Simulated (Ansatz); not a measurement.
HfN (rock salt)

```
CELL_PARAMETERS angstrom
      0.00000     4.54789     4.54789
      2.27394     0.00000     2.27394
      2.27394     2.27394     0.00000
ATOMIC_POSITIONS crystal
  N  0.00000 0.00000 0.00000
  N  0.50000 0.00000 0.00000
  Hf 0.25000 0.50000 0.50000
  Hf 0.75000 0.50000 0.50000
```

A phonon eigenvector at L = (0.5, 0.0, 0.0) is frozen into this cell: atom i moves by Q times the vector below, so Q is the largest atomic displacement, in Å. The cell is held. (q is in reciprocal vectors of the primitive cell; the cell shown is doubled to hold the pattern.)

```tsv
atom	x	y	z
Hf3	0.577	-0.577	-0.577
Hf4	-0.577	0.577	0.577
```

Atoms not listed stay in place.

Computed with PBE (plane waves to 420 eV, PAW, scalar-relativistic; Ansatz, an electronic-structure program). k mesh 9×18×18 (Γ-centred), Fermi-Dirac smearing 0.05 eV. Energies are smeared free energies. With partly filled bands, energies and forces of such displacements shift with the k mesh and the smearing. HfN is run without spin polarisation. HfN was relaxed with its symmetry unable to fall. Spin-orbit coupling is left out, though Hf is heavy. The zero of ΔE is the undisplaced structure.

Estimate the ΔE (meV/cell) and −dE/dQ from forces (eV/Å) for Q (Å) = -0.050, 0.017, 0.033, 0.050, 0.067.


| Q (Å) | ΔE (meV/cell) | −dE/dQ from forces (eV/Å) |
|---|---|---|
| -0.050 | 36 | 1.448 |
| 0.017 | 4 | -0.470 |
| 0.033 | 16 | -0.951 |
| 0.050 | 36 | -1.448 |
| 0.067 | 65 | -2.069 |

(A displaced cell: forces are minus the slopes of the energy, force constants its curvatures, and phonons follow from these.)
